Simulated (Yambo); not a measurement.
Yambo run on Cs$_{2}$LiAlF$_{6}$ (space group P-3m1, No. 164). The wavefunctions come from this Quantum ESPRESSO step (PBEsol, PseudoDojo standard norm-conserving files, scalar-relativistic):

```
&CONTROL
  calculation = 'nscf'
  pseudo_dir = './pseudo'
  outdir = './out'
/
&SYSTEM
  ibrav = 0
  nat = 10
  ntyp = 4
  ecutwfc = 84.0
  ecutrho = 336.0
  occupations = 'fixed'
  force_symmorphic = .true.
  nbnd = 192
/
&ELECTRONS
  conv_thr = 1e-08
  diago_full_acc = .true.
  diago_thr_init = 1e-08
/
ATOMIC_SPECIES
Li 6.9400 Li.upf
F 18.9984 F.upf
Al 26.9815 Al.upf
Cs 132.9055 Cs.upf
CELL_PARAMETERS angstrom
  6.297899831000   0.000000000000   0.000000000000
 -3.148949915000   5.454141244000   0.000000000000
  0.000000000000   0.000000000000   5.103300000000
ATOMIC_POSITIONS crystal
Li   0.000000000000   0.000000000000   0.000000000000
F   0.865850000000   0.134150000000   0.281880000000
F   0.134150000000   0.865850000000   0.718120000000
F   0.865850000000   0.731700000000   0.281880000000
F   0.134150000000   0.268300000000   0.718120000000
F   0.268300000000   0.134150000000   0.281880000000
F   0.731700000000   0.865850000000   0.718120000000
Al   0.000000000000   0.000000000000   0.500000000000
Cs   0.333333333000   0.666666667000   0.228660000000
Cs   0.666666667000   0.333333333000   0.771340000000
K_POINTS automatic
3 3 2 0 0 0
```

Yambo input:

```
rim_cut
gw0
dyson
el_el_corr
HF_and_locXC
ppa
em1d
RandQpts= 1000000
RandGvec= 1 Ry
EXXRLvcs= 84 Ry
VXCRLvcs= 336 Ry
Chimod= "HARTREE"
% BndsRnXp
 2 | 191 |
%
NGsBlkXp= 6 Ry
% LongDrXp
 1.0 | 1.0 | 1.0 |
%
PPAPntXp= 27.2114 eV
% GbndRnge
 1 | 191 |
%
GTermKind= "BG"
DysSolver= "n"
ExtendOut
% QPkrange
 1 | 1 | 33 | 34 |
 2 | 2 | 33 | 34 |
 5 | 5 | 33 | 34 |
 6 | 6 | 33 | 34 |
%
```

k points by index: 1 = Γ, 2 = A, 5 = K, 6 = H.

The o-*.qp file then holds:

```
#    K-point    Band    Eo [eV]    E [eV]    E-Eo [eV]    Vxc [eV]    Vnlxc [eV]    Sc|Eo [eV]    Sc|E [eV]    dSc/dw|Eo [eV]    Re(Z)    Im(Z)
#
    1    33    0.000000    -2.630776    -2.630776    -22.50666    -30.47789    4.752597    5.340456    -6.080157    0.817365    -0.001168
    1    34    6.760497    7.950775    1.190278    -8.504444    -4.310157    -2.863836    -3.004009    -3.204340    0.894648    -0.656952E-3
    2    33    -0.097482    -2.746740    -2.649259    -22.28415    -30.26316    4.738066    5.329758    -6.077101    0.817440    -0.001170
    2    34    8.507763    9.919159    1.411397    -8.683447    -4.321434    -2.774854    -2.950616    -3.388490    0.889264    -0.686261E-3
    5    33    -0.039375    -2.673790    -2.634415    -22.29700    -30.22132    4.703878    5.289904    -6.052834    0.818036    -0.001164
    5    34    8.395043    9.664419    1.269376    -8.761631    -4.616949    -2.717231    -2.875307    -3.388461    0.889265    -0.716398E-3
    6    33    -0.125905    -2.767525    -2.641619    -22.01824    -29.89733    4.652371    5.237469    -6.026756    0.818678    -0.001160
    6    34    8.914991    10.36297    1.447982    -9.371662    -4.971838    -2.765165    -2.951843    -3.507991    0.885805    -0.717789E-3
```
(The two width columns are left out.) Convergence of these settings isn't established.

Geometry of the Materials Project entry, not relaxed at this level.

The structure is a Materials Project entry; no match was found in the copy of COD used, and its stability was not checked.
